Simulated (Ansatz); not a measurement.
Si in space group Fd-3m (No. 227; Si on 8a, Si on 32e, Si on 96g), PBEsol in the plane-wave PAW code Ansatz. The conduction-band minimum lies on the Γ–X line, 95 % of the way from Γ, with 6 equivalent valleys. Second derivatives d²E/dk² of the lowest band at one valley (eV·Å²), along Cartesian directions:

```json
[
 {"direction": "[100]", "d²E/dk²": "36.50"},
 {"direction": "[010]", "d²E/dk²": "28.35"},
 {"direction": "[001]", "d²E/dk²": "28.35"},
 {"direction": "[110]", "d²E/dk²": "32.36"},
 {"direction": "[101]", "d²E/dk²": "32.36"},
 {"direction": "[011]", "d²E/dk²": "28.18"}
]
```

### Question
Find the principal effective masses, the density-of-states mass and the conductivity mass.

### Answer
Off-diagonal terms follow from H_xy = H[110] − (H_xx + H_yy)/2, and m*/mₑ = 7.620 eV·Å² over each eigenvalue: 0.21, 0.27, 0.27. One valley's DOS mass (m₁m₂m₃)^(1/3) = 0.25, conductivity mass 3/(Σ 1/mᵢ) = 0.25 mₑ.

### Question
What effective density of states Nc follows at 300 K for parabolic valleys?

### Answer
Nc = 2.509e19 × 6 × (0.25)^(3/2) ≈ 1.9e19 cm⁻³.

The workflow started from a Materials Project entry (that database holds measured and hypothetical structures alike). Its sites differ from those of the usual phase in this space group: another stacking or structure type. The cell was relaxed with PBEsol under the symmetry of its start; whether a distortion lowers the energy is not shown.

Potentials: the earlier of the program's two PAW sets. The files were generated under PBE; for other functionals the program regenerates the frozen cores, and for LDA and PBEsol the local potential too.

Edges and masses are those of Kohn–Sham bands, whose gap is no quasiparticle gap.
